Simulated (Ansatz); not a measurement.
**Zn, fcc: geometry optimisation**

The calculation used DFT, r2SCAN, plane waves (500 eV) with PAW, scalar-relativistic (Ansatz). (PAW data from PBE, frozen cores regenerated.)

k-point mesh 14×14×14, Fermi-Dirac smearing 0.1 eV, no spin polarisation. Cell and atoms relax.

Starting structure:

```yaml
crystal:
  lattice:
    - [0.0, 1.9665497572, 1.9665497572]
    - [1.9665497572, 0.0, 1.9665497572]
    - [1.9665497572, 1.9665497572, 0.0]
  atoms:
    - { symbol: Zn, position: [0.0, 0.0, 0.0] }
hamiltonian:
  xc: r2scan
  pseudopotentials:
    kind: paw
    azcp:
      Zn: "pseudopotentials/Zn.paw.azcp"
basis:
  ecutwfc: 500
  fft_grid_basis: typed
kpoints:
  mp_grid: { grid: [14, 14, 14], shift: [0, 0, 0] }
magnetization:
  spin_polarized: false
scf:
  occupations: { method: fermi_dirac, width: 0.1 }
relax:
  max_steps: 60
  f_tol: 0.01
  cell: {}
output:
  write_density: true
  write_potential: true
  elf: true
  volumetric_format: npy
```

Question: What cell does the relaxation end in?

Answer: Fm-3m with a = 3.858 Å; 14.36 Å³ per atom against 15.21 at the start (-5.6 %).

Question: How much energy does the relaxation gain?

Answer: 12.5 meV per atom.

Path of the relaxation (the plane waves are chosen anew near the end, which can shift the energy a little):

```tsv
step	E − E(final) (meV/atom)	V (Å³/atom)	P (GPa)	max force (eV/Å)
0	12.46	15.211	-4.38	0.000
1	0.53	14.542	-1.09	0.000
2	-0.17	14.332	0.14	0.000
3	-0.17	14.356	0.00	0.000
4	0.00	14.356	-0.03	0.000
```
